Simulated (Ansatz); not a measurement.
Ansatz (a quantum-chemistry and plane-wave program) input:

Ansatz 0.2 input:
```yaml
crystal:
  lattice:
    - [1.5880557663, -4.8731236141, 0.0]
    - [1.5880557663, 4.8731236141, 0.0]
    - [0.0, 0.0, 7.2737521422]
  atoms:
    - { symbol: Ca, position: [0.2484669423, 0.7515330577, 0.75] }
    - { symbol: Ca, position: [0.7515330577, 0.2484669423, 0.25] }
    - { symbol: Ir, position: [0.0, 0.0, 0.5] }
    - { symbol: Ir, position: [0.0, 0.0, 0.0] }
    - { symbol: O, position: [0.924721355, 0.075278645, 0.75] }
    - { symbol: O, position: [0.075278645, 0.924721355, 0.25] }
    - { symbol: O, position: [0.626545939, 0.373454061, 0.9508668584] }
    - { symbol: O, position: [0.373454061, 0.626545939, 0.4508668584] }
    - { symbol: O, position: [0.373454061, 0.626545939, 0.0491331416] }
    - { symbol: O, position: [0.626545939, 0.373454061, 0.5491331416] }
kpoints:
  mp_grid: { grid: [14, 14, 6] }
hamiltonian:
  xc: r2scan
  pseudopotentials: { kind: paw }
scf:
  occupations: { method: gaussian, width: 0.05 }
checkpoint: { read: metal.run }
output: { write_density: true, elf: true, volumetric_format: npy }
basis: { fft_grid_basis: typed }
```

Output (shortened):

```
Pseudopotential: Ca, paw, valence charge 10
Pseudopotential: Ir, paw, valence charge 17
Pseudopotential: O, paw, valence charge 6
Functional definition: r2SCAN
Crystal: 10 atoms, lattice volume = 112.580 Å³
Basis set: ecut = 500 eV, 2863 PW (Γ), exchange–correlation on 160×160×216 points (64 copies of the dense FFT grid, shifted against one another)
Bands: 65, of which v1, the nominal top of the filled ones, is band 45 counted from 1 (44 counted from 0)
Symmetry: 8 space group operations
Space group: Cmcm (ITA 63), of the structure as read, at distance tolerance 4.8e-5 Å
k-points: 228 of 1176
Stability of the state it starts from, as read at its close in the unpolarized treatment …
iter 1 solved again at ethr=3.15e-7 eV; its pass at ethr=3.10e-3 eV (dr2=2.84e-4 eV) is discarded
SCF iter   1: F=—  HF=-30955.583442 eV  |F-HF|=—  |Δ(HF+E_count)|=         —  Δρ=5.44e-7  dr2=1.21e-10  dr2_τ=7.91e-11  ethr=3.15e-7  ⟨swp⟩=5.0  Hψ=106837  notcnv=0  defer=3
preconditioner: auto → Kerker (q_TF=auto, 2.628 Å⁻¹)
SCF iter   2: F=—  HF=-30955.583657 eV  |F-HF|=—  |Δ(HF+E_count)|=   2.15e-4  Δρ=2.43e-7  dr2=2.54e-11  dr2_τ=7.73e-11  ethr=1.00e-12  ⟨swp⟩=8.9  Hψ=64397  notcnv=0
SCF iter   3: F=-30955.583657 eV  HF=-30955.583657 eV  |F-HF|=3.64e-12  |Δ(HF+E_count)|=  1.46e-11  Δρ=1.64e-7  dr2=1.36e-11  dr2_τ=5.67e-12  ethr=1.00e-12  ⟨swp⟩=1.0  Hψ=30851  notcnv=0
SCF 1 converged in 3 iterations: F = -30955.583657 eV  dr2 = 1.36e-11
SCF converged after 3 iterations
Free energy (F): -30955.583657 eV
Harris-Foulkes:  -30955.583657 eV  (|F-HF|=3.64e-12)
Internal energy: -30955.574840 eV  (E = F + TS)
E sigma→0 (E₀):  -30955.579248 eV
Entropy (-TS):   -0.008817 eV (-0.882 meV/atom)
Fermi energy:    12.644121 eV
--- Per-component energies (eV) ---
  E_band       = -701.361456
  E_kinetic    = 2861.762175
  E_local      = -6363.826071  (includes V_loc(G=0)·N_el)
  E_nonlocal   = 560.076779
  E_hartree    = 2322.228841
  E_xc         = -1224.699073
  E_vxc        = -1686.333168  (∫ρ·V_xc dr)
  E_paw        = -21185.626684  (= ΣΔE_a)
  E_vpaw       = -821.304124  (= ΣTr[D̂ρ^β])
  E_aug_tail   = 0.005901  (compensation charges beyond the density's cutoff)
  E_vtau       = 103.799359  (kinetic-family band-sum trace: ∫τ·v_τ [+ j·A + Jᵃ·Aᵃ] dr)
  E_ewald      = -7924.229945
  E_core_change = -1.266763  (= ΣΔE_core)
  E_smearing   = -0.008817  (= −TS)
  E_closure    = 0.000000  (closes the sum)
  Σ components = -30955.583657   (vs F -30955.583657, Δ=0.00e0)
  [band-id]    e_kinetic+e_local+e_nonlocal+2·e_hartree+e_vxc+e_vpaw+e_augmentation_tail+e_vtau = -701.361467   (vs E_band -701.361456, Δ=-1.09e-5)
--- Band table (eV; the first three rows and the last of 228) ---
  k-point 0: bands = ["-82.3952", "-82.3948", "-38.7738", "-38.7470", "-38.7203", "-38.7190", "-38.3735", "-38.3697", "-28.3061", "-28.2926", "-9.2397", "-9.0530", "-9.0240", "-8.4512", "-8.2545", "-8.2348", "-8.1309", "-6.9334", "-6.8552", "-6.6943", …
  k-point 1: bands = ["-82.3951", "-82.3949", "-38.7720", "-38.7488", "-38.7202", "-38.7191", "-38.3733", "-38.3700", "-28.3052", "-28.2935", "-9.2074", "-9.0474", "-9.0211", "-8.5754", "-8.2532", "-8.2361", "-8.0026", "-6.9916", "-6.9002", "-6.6488", …
  k-point 2: bands = ["-82.3951", "-82.3949", "-38.7671", "-38.7537", "-38.7200", "-38.7193", "-38.3726", "-38.3707", "-28.3027", "-28.2960", "-9.1135", "-9.0336", "-9.0178", "-8.7761", "-8.2496", "-8.2397", "-7.7757", "-7.2407", "-6.8149", "-6.6478", …
  k-point 227: bands = ["-82.3950", "-82.3950", "-38.7604", "-38.7604", "-38.7197", "-38.7197", "-38.3719", "-38.3719", "-28.2987", "-28.2987", "-9.2688", "-9.2688", "-8.7837", "-8.7837", "-8.2452", "-8.2452", "-7.1503", "-7.1503", "-6.9706", "-6.9706", …
```

Cost: very roughly 110 core-seconds on shared cores.

The workflow started from an entry of the Crystallography Open Database (COD, 298 K). Whether it is the stable phase at ambient conditions was not checked. Symmetry was held in the r²SCAN relaxation; whether a distortion lowers the energy is not shown. The run is not spin-polarised. Scalar-relativistic: spin–orbit coupling is off unless named, which matters more the heavier the elements.

Potentials: the later of the program's two PAW sets.

Ansatz is a plane-wave DFT program.
